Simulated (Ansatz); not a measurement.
Geometry optimisation in Ansatz: input, command and trajectory.

```yaml
crystal:
  lattice:
    - [-3.1779819789, 3.1779819789, 2.5480593733]
    - [3.1779819789, -3.1779819789, 2.5480593733]
    - [3.1779819789, 3.1779819789, -2.5480593733]
  atoms:
    - { symbol: Zr, position: [0.6630906382, 0.1630906382, 0.8261812763] }
    - { symbol: Zr, position: [0.1630906382, 0.3369093618, 0.5] }
    - { symbol: Zr, position: [0.3369093618, 0.8369093618, 0.1738187237] }
    - { symbol: Zr, position: [0.8369093618, 0.6630906382, 0.5] }
    - { symbol: Ni, position: [0.25, 0.25, 0.0] }
    - { symbol: Ni, position: [0.75, 0.75, 0.0] }
basis:
  ecutwfc: 420
kpoints:
  mp_grid: { grid: [10, 10, 10] }
hamiltonian:
  xc: pbesol
scf:
  occupations: { method: gaussian, width: 0.1 }
output:
  forces: true
  stress: true
  eigenvalues: true
relax:
  adjacent_minimum: "off"
  f_tol: 0.01
  max_steps: 30
  cell: { stress_tol: 0.1, fix: [volume] }
```

```bash
ansatz run input.yaml --threads 1 --pin off --max-ram 2560MiB --backend cpu --events-out ev --progress --plain --runs-dir out
```

These are results of DFT PBEsol, scalar-relativistic, plane waves, PAW (Ansatz), not measurements.

The volume is held at 0.97 times that of the relaxed cell.

Of 4 frames 3 are shown, positions in Å and forces in eV/Å; the SCF threshold varies from step to step. Steps run on the plane waves of an earlier cell, with a Pulay correction in the pressure. The basis is chosen afresh for the last frame, the zero of the energies, and at times for earlier ones too; energy and pressure can step there, also at an unchanged geometry. Where two frames share a geometry here, they differ by under 2 meV/atom and 0.3 GPa. The mark taken_back stands on steps that the optimiser undid.

```xyz
6
Lattice="-3.1780 3.1780 2.5481 3.1780 -3.1780 2.5481 3.1780 3.1780 -2.5481" Properties=species:S:1:pos:R:3:forces:R:3 pbc="T T T" step=1 free_energy_over_end_meV_per_atom=0.13 pressure_GPa=4.27
Zr    1.0366    4.2146    0.0000   -0.0373   -0.0373    0.0000
Zr    2.1414    1.0366    0.0000    0.0373   -0.0373    0.0000
Zr    2.1414   -1.0366    2.5481    0.0373    0.0373    0.0000
Zr    1.0366    2.1414    2.5481   -0.0373    0.0373    0.0000
Ni    0.0000    0.0000    1.2740    0.0000    0.0000    0.0000
Ni    0.0000    0.0000    3.8221    0.0000    0.0000    0.0000
6
Lattice="-3.1806 3.1806 2.5438 3.1806 -3.1806 2.5438 3.1806 3.1806 -2.5438" Properties=species:S:1:pos:R:3:forces:R:3 pbc="T T T" step=2 free_energy_over_end_meV_per_atom=0.40 pressure_GPa=4.09 taken_back
Zr    1.0267    4.2073    0.0000    0.0829    0.0829    0.0000
Zr    2.1539    1.0267    0.0000   -0.0829    0.0829    0.0000
Zr    2.1539   -1.0267    2.5438   -0.0829   -0.0829    0.0000
Zr    1.0267    2.1539    2.5438    0.0829   -0.0829    0.0000
Ni    0.0000    0.0000    1.2719    0.0000    0.0000    0.0000
Ni    0.0000    0.0000    3.8157    0.0000    0.0000    0.0000
6
Lattice="-3.1809 3.1809 2.5433 3.1809 -3.1809 2.5433 3.1809 3.1809 -2.5433" Properties=species:S:1:pos:R:3:forces:R:3 pbc="T T T" step=4 free_energy_over_end_meV_per_atom=0.00 pressure_GPa=4.19
Zr    1.0339    4.2149    0.0000   -0.0003   -0.0003    0.0000
Zr    2.1470    1.0339    0.0000    0.0003   -0.0003    0.0000
Zr    2.1470   -1.0339    2.5433    0.0003    0.0003    0.0000
Zr    1.0339    2.1470    2.5433   -0.0003    0.0003    0.0000
Ni    0.0000    0.0000    1.2717    0.0000    0.0000    0.0000
Ni    0.0000    0.0000    3.8150    0.0000    0.0000    0.0000
```

It took 2.4 min on 1 thread of Arm Neoverse V1, with other jobs on the host, peak memory 0.62 GiB.

Spin polarisation was left out, and a magnetic state may lie lower.